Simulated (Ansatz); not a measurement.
RuS$_{2}$:
```
CELL_PARAMETERS angstrom
      5.63192     0.00000     0.00000
      0.00000     5.63192     0.00000
      0.00000     0.00000     5.63192
ATOMIC_POSITIONS crystal
  Ru 0.00000 0.00000 0.00000
  Ru 0.50000 0.00000 0.50000
  Ru 0.50000 0.50000 0.00000
  Ru 0.00000 0.50000 0.50000
  S  0.38791 0.38791 0.38791
  S  0.11209 0.61209 0.88791
  S  0.88791 0.11209 0.61209
  S  0.61209 0.88791 0.11209
  S  0.61209 0.61209 0.61209
  S  0.88791 0.38791 0.11209
  S  0.11209 0.88791 0.38791
  S  0.38791 0.11209 0.88791
```

Relaxed with r²SCAN. Special points in fractions of this cell's reciprocal vectors: Γ (0.000, 0.000, 0.000); X (0.000, 0.500, 0.000); M (0.500, 0.500, 0.000); R (0.500, 0.500, 0.500); X1 (0.500, 0.000, 0.000).

Question: List the band energies nearest the valence-band maximum at these points for DFT-r²SCAN in the program Ansatz with PAW potentials.

Answer: In eV from the valence-band maximum; about four levels below and three above (degenerate sets whole), none deeper than 8.9 eV; points with the same levels are listed once.

```
k                    below                above
-  -----------------------  -------------------
Γ  -0.53 -0.53 -0.53 -0.27  0.88 2.83 2.83 2.83
X  -0.29 -0.29 -0.02 -0.02  2.32 2.32 2.48 2.48
M  -0.11 -0.11 -0.11 -0.11  2.68 2.68 2.68 2.68
R  -0.71 -0.71 -0.71 -0.71  2.54 2.54 2.54 2.54
```

Space group Pa-3. The cell was relaxed with r²SCAN under the symmetry of its start; phonons on a q-mesh show no instability. The run is not spin-polarised. Spin–orbit coupling is left out wherever it is not named.

Potentials: the later of the program's two PAW sets.
